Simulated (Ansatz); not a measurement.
Ti2GeC:
```
CELL_PARAMETERS angstrom
      3.05370     0.00000     0.00000
     -1.52685     2.64458     0.00000
      0.00000     0.00000    12.88128
ATOMIC_POSITIONS crystal
  Ti 0.66667 0.33333 0.58926
  Ti 0.33333 0.66667 0.41074
  Ti 0.33333 0.66667 0.08926
  Ti 0.66667 0.33333 0.91074
  Ge 0.66667 0.33333 0.25000
  Ge 0.33333 0.66667 0.75000
  C  0.00000 0.00000 0.50000
  C  0.00000 0.00000 0.00000
```

Relaxed with PBEsol. Special points in fractions of this cell's reciprocal vectors: Γ (0.000, 0.000, 0.000); M (0.500, 0.000, 0.000); K (0.333, 0.333, 0.000); A (0.000, 0.000, 0.500); L (0.500, 0.000, 0.500); H (0.333, 0.333, 0.500).

Question: List the band energies nearest the Fermi level at these points for DFT-PBEsol in the program Ansatz with PAW potentials.

Answer: In eV from the Fermi level; about four levels below and three above (degenerate sets whole), none deeper than 8.9 eV; points with the same levels are listed once.

```
k                                below                          above
-  -----------------------------------  -----------------------------
Γ              -2.58 -2.58 -1.92 -0.01                 0.45 0.53 0.53
M              -2.24 -2.06 -1.68 -1.57                 1.04 1.67 2.13
K              -2.36 -2.14 -2.14 -0.47                 0.67 1.14 1.14
A  -2.60 -2.60 -2.60 -2.60 -2.58 -2.58  0.26 0.26 0.56 0.56 0.56 0.56
L              -2.14 -2.14 -1.61 -1.61            1.36 1.36 1.94 1.94
H              -2.66 -2.66 -2.12 -2.12            0.03 0.03 1.09 1.09
```

Space group P6_3/mmc. The workflow started from a Materials Project entry (that database holds measured and hypothetical structures alike); the Crystallography Open Database copy checked does not list it. Whether it is the stable phase at ambient conditions was not checked. The cell was relaxed with PBEsol under the symmetry of its start; of distortions, only those at the zone centre were tested. No spin polarisation was allowed. Scalar-relativistic: spin–orbit coupling is off unless named, which matters more the heavier the elements.

Potentials: the later of the program's two PAW sets.
